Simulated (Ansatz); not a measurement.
**LaGe2H2, a known structure type with other elements, at an estimated volume**

```
CELL_PARAMETERS angstrom
2.05408 3.55776 0.00000
-2.05408 3.55776 0.00000
0.00000 0.00000 6.70479
ATOMIC_POSITIONS crystal
Ge 0.33330 0.33340 0.27192
Ge 0.66670 0.66660 0.72808
H 0.33330 0.33340 0.63870
H 0.66670 0.66660 0.36130
La 0.00000 0.00000 0.00000
```

Method: r2SCAN, no spin polarisation; PAW, plane waves to 500 eV, 9×9×5 Γ-centred mesh, fermi-dirac occupations (width 0.1 eV) (Ansatz 0.2.0), atoms fixed.

Which atom feels the largest force, and which way?

The largest is on Ge1 (and as large on other atoms): 1.54 eV/Å, components (0.00, 0.00, 1.54). It makes 76° with the line to a nearest neighbour, H4 at 2.45 Å.

Is there a gap?

It is a metal, with about 3 states/eV a cell as the mean within 0.25 eV of the Fermi level, mostly Ge p (59 %) and La d (26 %).

Is it stable against the elements?

0.69 eV an atom against the elements' usual phases (free molecules for gases, crystals otherwise, with no correction for O₂ or N₂), so at this geometry it isn't bound against them. Relaxing would lower it.

Describe some of the short contacts.

Ge–H at 2.45 Å: least valence density 0.18 e/Å³ and ELF 0.48 there. La–Ge at 2.99 Å: least valence density 0.25 e/Å³ and ELF 0.34 there. La–H at 3.39 Å: least valence density 0.07 e/Å³ and ELF 0.07 there. These are pseudo-fields; inside the PAW spheres they differ from the all-electron ones.

Origin: a known structure type with other elements, at an estimated volume, so it need not be a known compound. Caveats: atoms or cell far from equilibrium; f levels without a U or exact exchange are poorly placed.
